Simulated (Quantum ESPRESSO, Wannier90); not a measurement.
## Tight-binding from DFT: LiH (rock salt)

```
LiH
1.0
    0.00000     2.00862     2.00862
    2.00862     0.00000     2.00862
    2.00862     2.00862     0.00000
Li H
1 1
Direct
  0.00000   0.00000   0.00000
  0.50000   0.50000   0.50000
```

Materials Project entry mp-23703; symmetrised, unrelaxed at this level. COD (Crystallography Open Database) has an entry of this formula and space group (matched by these alone). Level: PBEsol, no spin polarisation, no spin-orbit coupling; pw.x of Quantum ESPRESSO at 60 Ry with PseudoDojo potentials, 12×12×12 k-points, Wannier90. Density: 14×14×14 mesh, cold smearing 0.01 Ry.

Base run: 5 functions from bands 2-12 of the 12 computed, start hydrogen-like Li: s;p; H: s, centres 0.05 Å off the atoms, frozen window up to 4.26 eV relative to the valence-band maximum, outer window open. One setting was then changed (edges relative to the valence-band maximum; misfit to pw.x on a path, for states up to 3.8 eV relative to the valence-band maximum).

```
run      Ω_I (Å²)  rms misfit (meV)  worst (meV)
-------  --------  ----------------  -----------
base         3.89                19          130
changed      4.52               3.9           17
```

Task: Which change was made?
(A) outer window to 23.38 eV
(B) frozen window to 2.26 eV
(C) only the lowest 7 of the kept bands
(D) frozen window to 6.26 eV
(E) no frozen window

Result: D, frozen window to 6.26 eV. The others give:

```csv
run,Ω_I (Å²),rms misfit (meV),worst (meV)
frozen window to 2.26 eV,3.76,251,1061
no frozen window,3.67,521,1433
outer window to 23.38 eV,6.43,2.0,7.5
only the lowest 7 of the kept bands,5.80,2.5,7.3
```
